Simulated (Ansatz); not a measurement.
Ru:
```cif
data_Ru
_chemical_formula_sum 'Ru1'
_space_group_name_H-M_alt 'Pm-3m'
_space_group_IT_number 221
_space_group_name_Hall '-P 4 2 3'
_cell_length_a 2.49066
_cell_length_b 2.49066
_cell_length_c 2.49066
_cell_angle_alpha 90.000
_cell_angle_beta 90.000
_cell_angle_gamma 90.000
loop_
_atom_site_label
_atom_site_type_symbol
_atom_site_symmetry_multiplicity
_atom_site_Wyckoff_symbol
_atom_site_fract_x
_atom_site_fract_y
_atom_site_fract_z
_atom_site_occupancy
Ru1 Ru 1 a 0.00000 0.00000 0.00000 1
```

This is the r²SCAN-relaxed structure.

Task: All from r²SCAN in the plane-wave PAW code Ansatz, unless another level is named. Predict the density of states at the Fermi level.

Result: 1.2 states/eV per atom (mean over ±0.08 eV).

Task: And the gap with spin–orbit coupling?

Result: none (metallic).

The cell is a constructed one: a structure type filled with these elements; neither database checked (COD, Materials Project) lists it. It is not the phase usual at ambient conditions (space group No. 194). Symmetry was held in the r²SCAN relaxation; whether a distortion lowers the energy is not shown. No spin polarisation was allowed. Spin–orbit coupling is left out wherever it is not named.

Potentials: the later of the program's two PAW sets.
